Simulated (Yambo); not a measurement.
Yambo run on KIO3 (space group R3m, No. 160). The wavefunctions are LDA (Quantum ESPRESSO, PseudoDojo norm-conserving, 84 Ry, scalar-relativistic) ones on a 4×4×4 mesh (17 occupied bands); a = b = c = 4.438 Å, α = β = γ = 88.67°.

Yambo input:

```
rim_cut
gw0
dyson
el_el_corr
HF_and_locXC
ppa
em1d
RandQpts= 1000000
RandGvec= 1 Ry
EXXRLvcs= 84 Ry
VXCRLvcs= 336 Ry
Chimod= "HARTREE"
% BndsRnXp
 1 | 126 |
%
NGsBlkXp= 7 Ry
% LongDrXp
 1.0 | 1.0 | 1.0 |
%
PPAPntXp= 27.2114 eV
% GbndRnge
 1 | 81 |
%
GTermKind= "BG"
DysSolver= "n"
ExtendOut
% QPkrange
 13 | 13 | 17 | 18 |
%
```

k points by index: 13 = Z.

The o-*.qp file then holds:

```
#    K-point    Band    Eo [eV]    E [eV]    E-Eo [eV]    Vxc [eV]    Vnlxc [eV]    Sc|Eo [eV]    Sc|E [eV]    dSc/dw|Eo [eV]    Re(Z)    Im(Z)
#
    13    17    0.000000    -0.738213    -0.738213    -16.81783    -19.98581    2.245033    2.429774    -6.808973    0.799854    -0.001233
    13    18    2.449915    3.340784    0.890869    -13.72256    -10.03062    -2.605945    -2.801068    -5.959508    0.820338    -0.001133
```
(The two width columns are left out.) Convergence of these settings isn't established.

Spin-orbit coupling is not included.

Geometry of the Materials Project entry, not relaxed at this level.
